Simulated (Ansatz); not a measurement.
Space group Pm-3m (No. 221). a = 3.700 Å, b = 3.700 Å, c = 3.700 Å, α = 90.00°, β = 90.00°, γ = 90.00°
```csv
atom,site,symmetry,x,y,z
Ca,1b,m-3m,0.5000,0.5000,0.5000
H,3d,4/mm.m,0.5000,0.0000,0.0000
Pd,1a,m-3m,0.0000,0.0000,0.0000
```

Equation of state of this CaH$_{3}$Pd structure (not necessarily the ground state), with shape and atoms relaxed at each volume where symmetry leaves them free. It has no gap at any of these volumes. All numbers below come from DFT r2SCAN, scalar-relativistic, plane waves, PAW in Ansatz.

Settings: cutoff 500 eV, Γ-centred mesh 10×10×10 on the computed 5-atom cell, Gaussian smearing of 0.10 eV; no spin polarisation.

| V (Å³/atom) | E − E(largest V) (meV/atom) | P (GPa) |
| --- | --- | --- |
| 9.526 | 2.16 | 6.84 |
| 9.830 | -7.21 | 3.15 |
| 10.134 | -10.09 | -0.01 |
| 10.438 | -7.41 | -2.71 |
| 10.742 | 0.00 | -5.02 |

Question: Fit a third-order Birch–Murnaghan equation to E(V).

Answer: V0 = 10.13 Å³/atom, B0 = 97 GPa, B0' = 4.2.